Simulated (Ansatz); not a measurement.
The calculation used DFT PBE, scalar-relativistic, plane waves, PAW (Ansatz 0.2.0). Cutoff 420 eV, Γ-centred meshes of about 0.25 Å⁻¹ or finer for metals and 0.3 Å⁻¹ for insulators (2π included), Gaussian smearing. No spin polarisation.

Temperature and zero-point effects are left out.

Two forms of Be2S5 were relaxed alike.

A.

Space group R-3m:H (No. 166). a = 3.447 Å, b = 3.447 Å, c = 41.713 Å, α = 90.00°, β = 90.00°, γ = 120.00°
| atom | site | symmetry | x | y | z |
| --- | --- | --- | --- | --- | --- |
| Be | 6c | 3m | 0.3333 | 0.6667 | 0.8523 |
| S | 6c | 3m | 0.6667 | 0.3333 | 0.9669 |
| S | 6c | 3m | 0.3333 | 0.6667 | 0.7996 |
| S | 3a | -3m | 0.0000 | 0.0000 | 0.0000 |

B.

Space group C2 (No. 5). a = 5.325 Å, b = 4.832 Å, c = 9.470 Å, α = 90.00°, β = 95.08°, γ = 90.00°
```json
{"atom": "Be", "site": "4c", "symmetry": "1", "x": "0.7600", "y": "0.2449", "z": "0.1261"}
{"atom": "S", "site": "4c", "symmetry": "1", "x": "0.9251", "y": "0.4472", "z": "0.7556"}
{"atom": "S", "site": "4c", "symmetry": "1", "x": "0.8778", "y": "0.7303", "z": "0.5718"}
{"atom": "S", "site": "2a", "symmetry": "2", "x": "0.0000", "y": "0.0050", "z": "0.0000"}
```

**Question.** Which is lower in energy, and by how much?

**Answer.** B is lower, by 17 meV/atom. A has space group R-3m (No. 166), 20.4 Å³/atom and a gap of 0.70 eV on its mesh; B has space group C2 (No. 5), 17.3 Å³/atom and a gap of 0.99 eV. B holds S–S units of three or more atoms (shortest 1.96 Å); in A the shortest S–S distance is 2.42 Å, near bonding range too. In A, Be is surrounded by 4 S at 2.08–2.20 Å and 3 Be at 2.54 Å; S on a site of symmetry 3m is surrounded by 3 S at 2.42 Å; around S on a second site of symmetry 3m lie 4 Be at 2.08–2.20 Å; 1 more site not described. In B, Be is surrounded by 4 S at 2.12–2.17 Å; S on a site of symmetry 1 is surrounded by 2 Be at 2.12–2.17 Å and 1 S at 2.21 Å; S on a second site of symmetry 1 has 1 S at 1.96 Å and 1 S at 2.21 Å; 1 more site not described. Both come from trial cells of a structure search, whose lowest cell (P1, 28.0 Å³/atom) lies 112 meV/atom below the lower of the two.

No dispersion correction is applied, so the spacing and binding between layers, chains or molecules are poorly described (R-3m), and this can change margins and order among such cells. Kohn–Sham gaps at this level usually fall short of measured ones. Cells relaxed within their symmetry can be saddle points. Some types were kept out of the candidates beforehand, so the set may lack a known form.
